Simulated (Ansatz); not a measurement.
Calculation for TaSi (rocksalt type): DFT, PBE, all-electron LAPW, scalar-relativistic (Ansatz 0.2.0). This run: rocksalt relaxed under pressure.

The cell comes from a relaxation on PAW files under the same functional, begun from a prototype that needn't be the stable phase.

Command: `ansatz run input.yaml --threads 1 --pin off --max-ram 3584MiB --backend cpu --events-out ev --progress --plain --runs-dir out` It took 59 s on 1 thread of Intel(R) Xeon(R) Platinum 8259CL CPU @ 2.50GHz (Skylake/Cascade Lake), with other jobs on the host, peak memory 0.56 GiB.

```yaml
crystal:
  lattice:
    - [0.0, 2.5799627179, 2.5799627179]
    - [2.5799627179, 0.0, 2.5799627179]
    - [2.5799627179, 2.5799627179, 0.0]
  atoms:
    - { symbol: Ta, position: [0.0, 0.0, 0.0] }
    - { symbol: Si, position: [0.5, 0.5, 0.5] }
kpoints:
  mp_grid: { grid: [13, 13, 13] }
scf:
  occupations: { method: fermi_dirac, width: 0.05 }
hamiltonian:
  xc: pbe
  pseudopotentials: { kind: all_electron, lapw: { basis_error: 0.0005 } }
output:
  forces: true
  stress: true
  eigenvalues: true
relax:
  f_tol: 0.005
  max_steps: 12
  cell: { p_target: -0.95, stress_tol: 0.03 }
```

Output:

```
The last accepted step is kept in <dir> (removed where the run ends without a failure and the disk answers)
LAPW: plane waves up to 8.825 Å⁻¹, error target 5.0e-4 eV per atom; small_component_spin mean_spin; Si in spheres of 1.098 Å, 12 of its electrons in bands, Dirac shells []; Ta in spheres of 1.405 Å, 43 of its electrons in bands, Dirac shells [] (how accurate: hamiltonian.pseudopotentials.lapw.basis_error, Limitations)
Engine: ansatz 0.2.0
Pseudopotentials: kind: all_electron
Pseudopotential: Ta, LAPW, valence charge 43, lapw/all_electron/scalar/gaussian/Ta, Koelling and Harmon's equation, gaussian nucleus
Pseudopotential: Si, LAPW, valence charge 12, lapw/all_electron/scalar/gaussian/Si, Koelling and Harmon's equation, gaussian nucleus
Functional definition: PBE
  parameter kappa = 0.804
  parameter beta = 0.06672455060314922
  exchange = pbe_x(kappa = kappa, mu = beta*pi^2/3)
  correlation = pbe_c(beta = beta)
Crystal: 2 atoms, lattice volume = 34.346 Å³
Basis set: ecut = 296.71720611940435 eV, 411 PW (Γ), exchange–correlation at level 2
Bands: 33, of which v1, the nominal top of the filled ones, is band 28 counted from 1 (27 counted from 0)
Symmetry: 48 space group operations
Space group: Fm-3m (ITA 225), of the structure as read, at distance tolerance 3.3e-5 Å
k-points: 84 of 2197
Non-local potential: Ta, projectors of the file, none
Non-local potential: Si, projectors of the file, none
Initial density: superposition of atomic densities (chi_scale 0.1, normalization cell, long waves kept (reshape's long-wave potential 0.00 eV rms))
Initial wavefunctions: plane waves of lowest kinetic energy (no species holds an atomic orbital)
Functional: x = pbe(κ = 0.804, μ = 0.2195149727645171), c = pbe(β = 0.06672455060314922)
iter 1 solved again at ethr=1.41e-3 eV; its pass at ethr=1.00e-1 eV (dr2=7.74e-1 eV) is discarded
SCF iter   1: F=—  HF=-432461.821771 eV  |F-HF|=—  |Δ(HF+E_count)|=         —  Δρ=3.95e-2  dr2=7.75e-1  ethr=1.41e-3  ⟨swp⟩=2.0  Hψ=17068  notcnv=0
preconditioner: auto → Kerker (q_TF=auto, 2.951 Å⁻¹)  [metal: Δε(μ)=0.050 eV  Ē_g=17.056 eV  σ=0.050 eV  W_gap=0.24  n_scr=14 (ndim 8)  ℏωp=30.4 eV  f_vac=0.000  D(μ)=1.38/eV (n_scr^D=14)]
SCF iter   2: F=—  HF=-432461.502121 eV  |F-HF|=—  |Δ(HF+E_count)|=   3.20e-1  Δρ=1.73e-2  dr2=1.25e-1  ethr=1.41e-3  ⟨swp⟩=2.0  Hψ=8233  notcnv=0
SCF iter   3: F=—  HF=-432461.488952 eV  |F-HF|=—  |Δ(HF+E_count)|=   1.32e-2  Δρ=1.29e-2  dr2=8.05e-2  ethr=2.28e-4  ⟨swp⟩=2.0  Hψ=8056  notcnv=0
SCF iter   4: F=—  HF=-432461.477516 eV  |F-HF|=—  |Δ(HF+E_count)|=         —  Δρ=6.05e-3  dr2=1.78e-2  ethr=1.46e-4  ⟨swp⟩=2.0  Hψ=8059  notcnv=0
the basis was enlarged: its passes take 188.3 KiB over the memory plan, 1 of 1 planned eigensolver slots
iter 5 solved again at ethr=1.06e-6 eV; its pass at ethr=3.24e-5 eV (dr2=5.82e-4 eV) is discarded
SCF iter   5: F=—  HF=-432461.477439 eV  |F-HF|=—  |Δ(HF+E_count)|=   7.67e-5  Δρ=1.28e-3  dr2=5.80e-4  ethr=1.06e-6  ⟨swp⟩=2.0  Hψ=14001  notcnv=0
SCF iter   6: F=—  HF=-432461.477529 eV  |F-HF|=—  |Δ(HF+E_count)|=   8.94e-5  Δρ=4.47e-4  dr2=6.77e-5  ethr=1.05e-6  ⟨swp⟩=2.0  Hψ=8058  notcnv=0
SCF iter   7: F=—  HF=-432461.477529 eV  |F-HF|=—  |Δ(HF+E_count)|=   5.77e-7  Δρ=1.84e-4  dr2=1.50e-5  ethr=1.23e-7  ⟨swp⟩=2.0  Hψ=8058  notcnv=0
SCF iter   8: F=—  HF=-432461.477527 eV  |F-HF|=—  |Δ(HF+E_count)|=   1.77e-6  Δρ=3.79e-5  dr2=6.37e-7  ethr=2.73e-8  ⟨swp⟩=2.0  Hψ=8058  notcnv=0
SCF iter   9: F=-432461.477527 eV  HF=-432461.477527 eV  |F-HF|=1.76e-8  |Δ(HF+E_count)|=   4.42e-9  Δρ=1.48e-5  dr2=9.19e-8  ethr=1.16e-9  ⟨swp⟩=2.0  Hψ=8058  notcnv=0
SCF 1 converged in 9 iterations: F = -432461.477527 eV  dr2 = 9.19e-8
relax step   1: F+E_penalty+E_count = -432461.47752740 eV  Δ(F+E_penalty+E_count) = +0.000e0 eV  max|allowed force component| = 1.672e-30 eV/Å  Δτ_max = 0.0000 Å  P = -1.032 GPa  Ω = 34.346 Å³  (9 SCF iters, accepted)
Crystal: 2 atoms, lattice volume = 34.318 Å³
Basis set: ecut = 296.87867634990334 eV, 411 PW (Γ), exchange–correlation at level 2
Initial density: handed on by an earlier stage of this run
Initial wavefunctions: those handed on with the density
iter 1 solved again at ethr=1.54e-9 eV; its pass at ethr=1.00e-1 eV (dr2=8.46e-7 eV) is discarded
SCF iter   1: F=—  HF=-432461.477697 eV  |F-HF|=—  |Δ(HF+E_count)|=         —  Δρ=3.22e-5  dr2=5.58e-7  ethr=1.54e-9  ⟨swp⟩=4.1  Hψ=13853  notcnv=0
preconditioner: auto → Kerker (q_TF=auto, 2.951 Å⁻¹)  [metal: Δε(μ)=0.016 eV  Ē_g=17.775 eV  σ=0.050 eV  W_gap=0.08  n_scr=14 (ndim 8)  ℏωp=30.4 eV  f_vac=0.000  D(μ)=1.61/eV (n_scr^D=14)]
iter 2 solved again at ethr=6.14e-11 eV; its pass at ethr=1.01e-9 eV (dr2=3.38e-8 eV) is discarded
SCF iter   2: F=-432461.477697 eV  HF=-432461.477697 eV  |F-HF|=2.80e-8  |Δ(HF+E_count)|=   2.79e-7  Δρ=8.38e-6  dr2=3.37e-8  ethr=6.14e-11  ⟨swp⟩=2.0  Hψ=13764  notcnv=0
SCF 2 converged in 2 iterations: F = -432461.477697 eV  dr2 = 3.37e-8
relax step   2: F+E_penalty+E_count = -432461.47769675 eV  Δ(F+E_penalty+E_count) = -1.693e-4 eV  max|allowed force component| = 4.602e-30 eV/Å  Δτ_max = 0.0000 Å  P = -0.905 GPa  Ω = 34.318 Å³  (2 SCF iters, accepted)
Crystal: 2 atoms, lattice volume = 34.327 Å³
Basis set: ecut = 296.8213159710341 eV, 411 PW (Γ), exchange–correlation at level 2
iter 1 solved again at ethr=5.11e-11 eV; its pass at ethr=1.00e-1 eV (dr2=2.81e-8 eV) is discarded
SCF iter   1: F=—  HF=-432461.477639 eV  |F-HF|=—  |Δ(HF+E_count)|=         —  Δρ=7.56e-6  dr2=2.31e-8  ethr=5.11e-11  ⟨swp⟩=4.8  Hψ=14872  notcnv=0
preconditioner: auto → Kerker (q_TF=auto, 2.951 Å⁻¹)  [metal: Δε(μ)=0.015 eV  Ē_g=17.773 eV  σ=0.050 eV  W_gap=0.08  n_scr=14 (ndim 8)  ℏωp=30.4 eV  f_vac=0.000  D(μ)=1.61/eV (n_scr^D=14)]
SCF iter   2: F=-432461.477639 eV  HF=-432461.477639 eV  |F-HF|=1.03e-8  |Δ(HF+E_count)|=   1.46e-8  Δρ=5.15e-6  dr2=1.04e-8  ethr=4.20e-11  ⟨swp⟩=2.1  Hψ=8067  notcnv=0
SCF 3 converged in 2 iterations: F = -432461.477639 eV  dr2 = 1.04e-8
relax step   3: F+E_penalty+E_count = -432461.47763917 eV  Δ(F+E_penalty+E_count) = +5.757e-5 eV  max|allowed force component| = 6.163e-31 eV/Å  Δτ_max = 0.0000 Å  P = -0.950 GPa  Ω = 34.327 Å³  (2 SCF iters, accepted)
iter 1 solved again at ethr=1.91e-11 eV; its pass at ethr=1.00e-1 eV (dr2=1.05e-8 eV) is discarded
SCF iter   1: F=—  HF=-432461.477639 eV  |F-HF|=—  |Δ(HF+E_count)|=         —  Δρ=5.15e-6  dr2=1.05e-8  ethr=1.91e-11  ⟨swp⟩=2.4  Hψ=13072  notcnv=0
SCF iter   2: F=-432461.477639 eV  HF=-432461.477639 eV  |F-HF|=2.62e-9  |Δ(HF+E_count)|=  8.15e-10  Δρ=3.48e-6  dr2=4.53e-9  ethr=1.91e-11  ⟨swp⟩=2.0  Hψ=8058  notcnv=0
SCF 4 converged in 2 iterations: F = -432461.477639 eV  dr2 = 4.53e-9
relax step   4: F+E_penalty+E_count = -432461.47763917 eV  Δ(F+E_penalty+E_count) = +1.048e-9 eV  max|allowed force component| = 1.071e-30 eV/Å  Δτ_max = 0.0000 Å  P = -0.950 GPa  Ω = 34.327 Å³  stress off target by 1.23e-4 GPa  SCF on the basis re-selected at this cell (its energy is not comparable with the rows above)  (2 SCF iters)
basis re-selected at this cell: Δ(F+E_penalty+E_count) = +1.048e-9 eV, ΔP = -0.000 GPa vs the last step (what re-selecting the basis moved, after the strain that the cell walked since its last selection, with what the two solves' SCF thresholds leave and, on support functions, any second-order correction that the steps lacked; it is no measure of the basis error at this ecutwfc). This SCF's stress stands 1.23e-4 GPa from its target on what of the cell is left free (relax.cell.stress_tol is 3.00e-2 GPa) and its largest allowed force component is 1.07e-30 eV/Å (relax.f_tol is 5.00e-3 eV/Å): within both
SCF converged after 2 iterations
Free energy (F): -432461.477639 eV
Harris-Foulkes:  -432461.477639 eV  (|F-HF|=2.62e-9)
Internal energy: -432461.464924 eV  (E = F + TS)
E sigma→0 (E₀):  -432461.471282 eV
Entropy (-TS):   -0.012715 eV (-6.357 meV/atom)
Fermi energy:    18.367519 eV
--- Per-component energies (eV) ---
  E_band       = -5012.692920
  E_kinetic    = 481847.322342
  E_xc         = -9192.292852
  E_electrostatic = -905116.494415  (all electrons and nuclei)
  E_smearing   = -0.012715  (= −TS)
  E_closure    = 0.000000  (closes the sum)
  E_atoms      = -432446.226439  (free atoms, spherical and without spin; not in F)
  Σ components = -432461.477639   (vs F -432461.477639, Δ=0.00e0)
  Basis errors (estimates in eV, not in F): energy 1.8e-4 per atom: plane waves 1.6e-4 (8.7e-5 summed), levels above the bands 3.3e-78, relativity 1.8e-8, radial functions 2.0e-5, core shells 2.3e-8; eigenvalues (radial functions only) 4.0e-7; not estimated: angular momenta, meshes, grids; target (lapw.basis_error) 5.0e-4; muffin-tin radii Si 1.098 Å, Ta 1.404 Å
--- Forces (eV/Å), atoms counted from 1 ---
  atom   1  Ta     0.00000000    -0.00000000     0.00000000
  atom   2  Si    -0.00000000     0.00000000     0.00000000
  max |Σ_I F_I| component: 2.07e-30 eV/Å
--- Stress (GPa, compression-positive) ---
       -0.949877      -0.000000      -0.000000
       -0.000000      -0.949877      -0.000000
       -0.000000      -0.000000      -0.949877
  P = ⅓ Tr σ = -0.9499 GPa (-9.499 kbar)
--- Band table (eV; the first three rows and the last of 84) ---
  k-point 0: bands = ["-377.4973", "-377.4973", "-377.4973", "-199.0573", "-199.0573", "-199.0573", "-199.0333", "-199.0333", "-115.2007", "-71.2287", "-71.2287", "-71.2287", "-50.0564", "-16.5232", "-16.5232", "-16.5232", "-1.9388", "-1.9162", "-1.9162", "-1.9162", "-1.9147", "-1.9147", "-1.9147", "6.9430", "17.1832", "17.1832", "17.1832", "17.8301", "17.8301", "20.6754", "20.6754", "20.6754", "26.5975"]
  k-point 1: bands = ["-377.4973", "-377.4973", "-377.4973", "-199.0573", "-199.0573", "-199.0573", "-199.0333", "-199.0333", "-115.2007", "-71.2287", "-71.2287", "-71.2287", "-50.0561", "-16.5321", "-16.5244", "-16.5244", "-1.9385", "-1.9163", "-1.9158", "-1.9158", "-1.9151", "-1.9151", "-1.9147", "7.0627", "16.9339", "17.1716", "17.1716", "17.6292", "17.6292", "20.5381", "21.1310", "21.1310", "26.8412"]
  k-point 2: bands = ["-377.4973", "-377.4973", "-377.4973", "-199.0573", "-199.0573", "-199.0573", "-199.0333", "-199.0333", "-115.2007", "-71.2287", "-71.2287", "-71.2287", "-50.0553", "-16.5565", "-16.5277", "-16.5277", "-1.9377", "-1.9166", "-1.9166", "-1.9166", "-1.9147", "-1.9147", "-1.9146", "7.4158", "16.2538", "16.7360", "16.7360", "17.7496", "17.7496", "20.2742", "22.1596", "22.1596", "27.2982"]
  k-point 83: bands = ["-377.4973", "-377.4973", "-377.4973", "-199.0573", "-199.0573", "-199.0573", "-199.0333", "-199.0333", "-115.2007", "-71.2288", "-71.2288", "-71.2288", "-50.0494", "-16.6256", "-16.6134", "-16.5791", "-1.9319", "-1.9228", "-1.9222", "-1.9209", "-1.9118", "-1.9106", "-1.9102", "10.3852", "14.2090", "14.5990", "15.0859", "19.4729", "19.8112", "20.4248", "20.9654", "22.5702", "28.1732"]
--- Relaxed structure (3 steps of the walk, 3 accepted, 1 SCFs on fresh bases) ---
  F+E_penalty+E_count = -432461.47763917 eV   max|allowed force component| = 1.071e-30 eV/Å   (the final SCF, on the basis selected at the relaxed cell)
  cell:  # Å, volume = 34.3275 Å³
    - [3.1209153701485496e-34, 2.5795102182340064, 2.5795102182340064]
    - [2.5795102182340064, -3.2483166446757254e-34, 2.5795102182340064]
    - [2.5795102182340064, 2.5795102182340064, -5.859694811534716e-34]
  atoms:
    - { symbol: Ta, position: [1.0934989185870416e-37, -7.89749218987032e-38, -1.3972486182051739e-37] }
    - { symbol: Si, position: [0.5, 0.5, 0.5] }
```

Next run (CsCl relaxed under pressure), as changes to the input before:

```diff
   lattice:
-    - [0.0, 2.5799627179, 2.5799627179]
-    - [2.5799627179, 0.0, 2.5799627179]
-    - [2.5799627179, 2.5799627179, 0.0]
+    - [3.1579672874, 0.0, 0.0]
+    - [0.0, 3.1579672874, 0.0]
+    - [0.0, 0.0, 3.1579672874]
   atoms:
```

Results part of the output:

```
basis re-selected at this cell: Δ(F+E_penalty+E_count) = -1.572e-9 eV, ΔP = -0.000 GPa vs the last step (what re-selecting the basis moved, after the strain that the cell walked since its last selection, with what the two solves' SCF thresholds leave and, on support functions, any second-order correction that the steps lacked; it is no measure of the basis error at this ecutwfc). This SCF's stress stands 8.40e-5 GPa from its target on what of the cell is left free (relax.cell.stress_tol is 3.00e-2 GPa) and its largest allowed force component is 3.94e-31 eV/Å (relax.f_tol is 5.00e-3 eV/Å): within both
SCF converged after 2 iterations
Free energy (F): -432461.540679 eV
Harris-Foulkes:  -432461.540679 eV  (|F-HF|=4.13e-9)
Internal energy: -432461.526002 eV  (E = F + TS)
E sigma→0 (E₀):  -432461.533341 eV
Entropy (-TS):   -0.014677 eV (-7.339 meV/atom)
Fermi energy:    20.069376 eV
--- Per-component energies (eV) ---
  E_band       = -2637.872973
  E_kinetic    = 481847.695419
  E_xc         = -9192.936714
  E_electrostatic = -905116.284707  (all electrons and nuclei)
  E_smearing   = -0.014677  (= −TS)
  E_closure    = 0.000000  (closes the sum)
  E_atoms      = -432446.226439  (free atoms, spherical and without spin; not in F)
  Σ components = -432461.540679   (vs F -432461.540679, Δ=0.00e0)
  Basis errors (estimates in eV, not in F): energy 1.4e-4 per atom: plane waves 1.2e-4 (6.2e-5 summed), levels above the bands 7.8e-71, relativity 2.2e-8, radial functions 2.3e-5, core shells 3.7e-7; eigenvalues (radial functions only) 5.0e-7; not estimated: angular momenta, meshes, grids; target (lapw.basis_error) 5.0e-4; muffin-tin radii Si 1.159 Å, Ta 1.493 Å
--- Forces (eV/Å), atoms counted from 1 ---
[... lines left out ...]
--- Stress (GPa, compression-positive) ---
       -0.949916      -0.000000       0.000000
       -0.000000      -0.949916      -0.000000
        0.000000      -0.000000      -0.949916
  P = ⅓ Tr σ = -0.9499 GPa (-9.499 kbar)
--- Band table (eV; the first three rows and the last of 84) ---
  k-point 0: bands = ["-196.5322", "-196.5322", "-196.5322", "-196.5168", "-196.5168", "-113.7808", "-69.8191", "-69.8191", "-69.8191", "-47.5657", "-13.9696", "-13.9696", "-13.9696", "0.5869", "0.5926", "0.5926", "0.5926", "0.6117", "0.6117", "0.6117", "8.2253", "17.3340", "17.3340", "22.3195", "22.3195", "22.3195", "22.8545", "22.8545", "22.8545", "27.9859"]
  k-point 1: bands = ["-196.5322", "-196.5322", "-196.5322", "-196.5168", "-196.5168", "-113.7808", "-69.8191", "-69.8191", "-69.8191", "-47.5649", "-13.9902", "-13.9677", "-13.9677", "0.5867", "0.5922", "0.5930", "0.5930", "0.6104", "0.6121", "0.6121", "8.3344", "17.2775", "17.3897", "21.6583", "21.6583", "22.0696", "22.8844", "23.5612", "23.5612", "28.3631"]
  k-point 2: bands = ["-196.5322", "-196.5322", "-196.5322", "-196.5168", "-196.5168", "-113.7808", "-69.8192", "-69.8191", "-69.8191", "-47.5626", "-14.0470", "-13.9627", "-13.9627", "0.5861", "0.5913", "0.5941", "0.5941", "0.6068", "0.6131", "0.6131", "8.6558", "16.9868", "17.5512", "20.8649", "20.8649", "21.7505", "22.9690", "24.5007", "24.5007", "28.9996"]
  k-point 83: bands = ["-196.5322", "-196.5322", "-196.5322", "-196.5168", "-196.5168", "-113.7807", "-69.8195", "-69.8195", "-69.8195", "-47.5235", "-14.2217", "-14.2211", "-14.2211", "0.5705", "0.6024", "0.6024", "0.6024", "0.6057", "0.6057", "0.6058", "14.3923", "14.8662", "14.8662", "16.6385", "22.8892", "23.0611", "23.0611", "25.5977", "25.5977", "29.2354"]
--- Relaxed structure (3 steps of the walk, 2 accepted, 1 SCFs on fresh bases) ---
  F+E_penalty+E_count = -432461.54067945 eV   max|allowed force component| = 3.944e-31 eV/Å   (the final SCF, on the basis selected at the relaxed cell)
  cell:  # Å, volume = 31.4816 Å³
    - [3.1575638989953743, -3.209883240645393e-35, -8.024708101613482e-36]
    - [-3.209883240645393e-35, 3.1575638989953743, 0.0]
    - [0.0, 0.0, 3.1575638989953743]
  atoms:
    - { symbol: Ta, position: [1.877781949732223e-48, 4.694454874330558e-49, -1.0833357402301287e-49] }
    - { symbol: Si, position: [0.5, 0.5, 0.5] }
```

Next run (zincblende relaxed under pressure), as changes to the input before:

```diff
   lattice:
-    - [3.1579672874, 0.0, 0.0]
-    - [0.0, 3.1579672874, 0.0]
-    - [0.0, 0.0, 3.1579672874]
+    - [0.0, 2.8949381328, 2.8949381328]
+    - [2.8949381328, 0.0, 2.8949381328]
+    - [2.8949381328, 2.8949381328, 0.0]
   atoms:
-    - { symbol: Si, position: [0.5, 0.5, 0.5] }
+    - { symbol: Si, position: [0.25, 0.25, 0.25] }
 kpoints:
-  mp_grid: { grid: [13, 13, 13] }
+  mp_grid: { grid: [11, 11, 11] }
 scf:
```

Command: `ansatz run input.yaml --threads 1 --pin off --max-ram 3584MiB --backend cpu --events-out ev --progress --plain --runs-dir out` It took 64 s on 1 thread of Intel(R) Xeon(R) Platinum 8259CL CPU @ 2.50GHz (Skylake/Cascade Lake), on a shared host, peak memory 0.45 GiB.

Results part of the output:

```
basis re-selected at this cell: Δ(F+E_penalty+E_count) = -6.519e-9 eV, ΔP = +0.000 GPa vs the last step (what re-selecting the basis moved, after the strain that the cell walked since its last selection, with what the two solves' SCF thresholds leave and, on support functions, any second-order correction that the steps lacked; it is no measure of the basis error at this ecutwfc). This SCF's stress stands 1.40e-2 GPa from its target on what of the cell is left free (relax.cell.stress_tol is 3.00e-2 GPa) and its largest allowed force component is 1.92e-16 eV/Å (relax.f_tol is 5.00e-3 eV/Å): within both
SCF converged after 2 iterations
Free energy (F): -432459.328484 eV
Harris-Foulkes:  -432459.328484 eV  (|F-HF|=4.31e-9)
Internal energy: -432459.314432 eV  (E = F + TS)
E sigma→0 (E₀):  -432459.321458 eV
Entropy (-TS):   -0.014053 eV (-7.026 meV/atom)
Fermi energy:    11.416643 eV
--- Per-component energies (eV) ---
  E_band       = -5372.661474
  E_kinetic    = 481845.985484
  E_xc         = -9188.993613
  E_electrostatic = -905116.306302  (all electrons and nuclei)
  E_smearing   = -0.014053  (= −TS)
  E_closure    = 0.000000  (closes the sum)
  E_atoms      = -432446.226439  (free atoms, spherical and without spin; not in F)
  Σ components = -432459.328484   (vs F -432459.328484, Δ=0.00e0)
[... lines left out ...]
        0.000000      -0.935970      -0.000000
        0.000000      -0.000000      -0.935970
  P = ⅓ Tr σ = -0.9360 GPa (-9.360 kbar)
--- Band table (eV; the first three rows and the last of 56) ---
  k-point 0: bands = ["-384.3421", "-384.3421", "-384.3421", "-205.9173", "-205.9173", "-205.8787", "-205.8787", "-205.8787", "-121.1570", "-77.1811", "-77.1811", "-77.1811", "-56.8937", "-23.3686", "-23.3686", "-23.3686", "-8.7805", "-8.7805", "-8.7805", "-8.7554", "-8.7554", "-8.7554", "-8.7364", "2.3990", "9.2299", "9.2299", "9.2299", "11.9872", "11.9872", "15.9733", "18.2161", "18.2161", "18.2161"]
  k-point 1: bands = ["-384.3421", "-384.3421", "-384.3421", "-205.9173", "-205.9173", "-205.8787", "-205.8787", "-205.8787", "-121.1570", "-77.1811", "-77.1811", "-77.1811", "-56.8936", "-23.3716", "-23.3691", "-23.3691", "-8.7806", "-8.7805", "-8.7805", "-8.7556", "-8.7556", "-8.7554", "-8.7362", "2.5024", "9.1040", "9.2774", "9.2774", "11.9501", "11.9501", "16.2187", "17.5717", "18.2446", "18.2446"]
  k-point 2: bands = ["-384.3421", "-384.3421", "-384.3421", "-205.9173", "-205.9173", "-205.8787", "-205.8787", "-205.8787", "-121.1570", "-77.1811", "-77.1811", "-77.1811", "-56.8934", "-23.3795", "-23.3703", "-23.3703", "-8.7807", "-8.7802", "-8.7802", "-8.7561", "-8.7561", "-8.7554", "-8.7356", "2.7965", "8.8015", "9.3951", "9.3951", "11.8978", "11.8978", "15.9734", "17.0092", "18.0028", "18.0028"]
  k-point 55: bands = ["-384.3421", "-384.3421", "-384.3421", "-205.9173", "-205.9173", "-205.8787", "-205.8787", "-205.8787", "-121.1570", "-77.1811", "-77.1811", "-77.1811", "-56.8926", "-23.3972", "-23.3908", "-23.3820", "-8.7801", "-8.7796", "-8.7794", "-8.7579", "-8.7578", "-8.7572", "-8.7329", "4.7037", "8.4618", "8.8419", "10.6296", "10.7866", "12.1463", "12.7701", "14.0691", "15.3994", "19.9450"]
--- Relaxed structure (2 steps of the walk, 2 accepted, 1 SCFs on fresh bases) ---
  F+E_penalty+E_count = -432459.32848412 eV   max|allowed force component| = 1.920e-16 eV/Å   (the final SCF, on the basis selected at the relaxed cell)
  cell:  # Å, volume = 48.4919 Å³
    - [2.1336870387750277e-34, 2.894318102783481, 2.894318102783481]
    - [2.894318102783481, 1.8661800070480096e-33, 2.894318102783481]
    - [2.894318102783481, 2.894318102783481, 1.404411916566847e-33]
  atoms:
    - { symbol: Ta, position: [-5.114301504314648e-34, 5.8904556621510175e-34, 4.753944216747761e-34] }
    - { symbol: Si, position: [0.25, 0.25, 0.25] }
```

Spin–orbit coupling is left out, which matters for the heavy atoms.
